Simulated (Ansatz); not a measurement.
Pt (fcc (Cu type), Fm-3m), a = b = c = 3.9699 Å, α = β = γ = 90.00°; the cell used has 1 atom.

Relaxed with PBE (plane waves, PAW; program Ansatz). Indices refer to the conventional cell of Fm-3m, a = b = c = 3.9699 Å, α = β = γ = 90.00°.

**Question.** Simulate the powder diffraction pattern (Co Kα, λ = 1.79026 Å; lines above 1 %) up to 2θ = 90°.

**Answer.** Simulated powder pattern, Co Kα, λ = 1.79026 Å (kinematic, ideal powder, no thermal factors, no anomalous dispersion; the 30 strongest lines at most, above 1 %, up to 2θ = 90°):

```json
[
 {"2θ (°)": "45.98", "d (Å)": "2.292", "I/Imax (%)": "100", "hkl": "(111)"},
 {"2θ (°)": "53.61", "d (Å)": "1.985", "I/Imax (%)": "49", "hkl": "(200)"},
 {"2θ (°)": "79.25", "d (Å)": "1.404", "I/Imax (%)": "33", "hkl": "(220)"}
]
```

The PBE relaxation kept the symmetry of its start. The run is not spin-polarised. Spin–orbit coupling is left out wherever it is not named.

Potentials: the earlier of the program's two PAW sets.
